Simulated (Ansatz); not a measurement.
## RhPb2 (space group I4/mcm), energy against volume

RhPb₂ (space group I4/mcm)

```xyz
6
Lattice="-3.3391 3.3391 2.9068 3.3391 -3.3391 2.9068 3.3391 3.3391 -2.9068" Properties=species:S:1:pos:R:3 pbc="T T T"
Rh     0.0000     0.0000     1.4534
Rh     0.0000     0.0000     4.3603
Pb     2.2365     1.1026     2.9068
Pb     1.1026     2.2365     0.0000
Pb    -1.1026     2.2365     2.9068
Pb     4.4417     1.1026     0.0000
```

The volume is varied about the relaxed value V₀ at fixed cell shape. The atoms relax within the cell's symmetry.

The numbers are results of PBEsol (plane waves to 420 eV, PAW, scalar-relativistic; Ansatz, a quantum-chemistry and plane-wave program), not measurements. k mesh 11×11×11 (Γ-centred), Fermi-Dirac smearing 0.05 eV. Energies are smeared free energies. Stress and pressure are positive under compression. With the shape held, the modulus is that of even scaling; a crystal free to change shape is softer. RhPb2 is run without spin polarisation. RhPb2 was relaxed with its symmetry unable to fall. Spin-orbit coupling is left out, though Pb is heavy. ΔE is measured from the relaxed starting cell.

```json
[
 {"V/V₀": "0.940", "ΔE (eV/atom)": "0.027", "P (GPa)": "7.1"},
 {"V/V₀": "0.952", "ΔE (eV/atom)": "0.017", "P (GPa)": "5.4"},
 {"V/V₀": "0.964", "ΔE (eV/atom)": "0.009", "P (GPa)": "3.9"},
 {"V/V₀": "0.976", "ΔE (eV/atom)": "0.004", "P (GPa)": "2.5"},
 {"V/V₀": "0.988", "ΔE (eV/atom)": "0.001", "P (GPa)": "1.2"},
 {"V/V₀": "1.000", "ΔE (eV/atom)": "0.000", "P (GPa)": "0.0"},
 {"V/V₀": "1.012", "ΔE (eV/atom)": "0.001", "P (GPa)": "-1.1"},
 {"V/V₀": "1.024", "ΔE (eV/atom)": "0.004", "P (GPa)": "-2.1"},
 {"V/V₀": "1.036", "ΔE (eV/atom)": "0.008", "P (GPa)": "-3.1"},
 {"V/V₀": "1.048", "ΔE (eV/atom)": "0.014", "P (GPa)": "-4.0"},
 {"V/V₀": "1.060", "ΔE (eV/atom)": "0.021", "P (GPa)": "-4.8"}
]
```

Read from the data:

Pressure at the smallest volume: 7.1 GPa
Energy cost of the largest compression: 27 meV/atom
Energy cost of the largest expansion: 21 meV/atom
Bulk modulus at fixed cell shape B₀ (third-order Birch-Murnaghan fit): 96.8 GPa
Pressure derivative B₀′ (fit): 5.5
Equilibrium volume of the fit: 21.61 Å³/atom
Pressure for 5 % compression (fit): 5.7 GPa

(Under strain, the slope of the energy per volume gives the stress and its curvature an elastic modulus.)
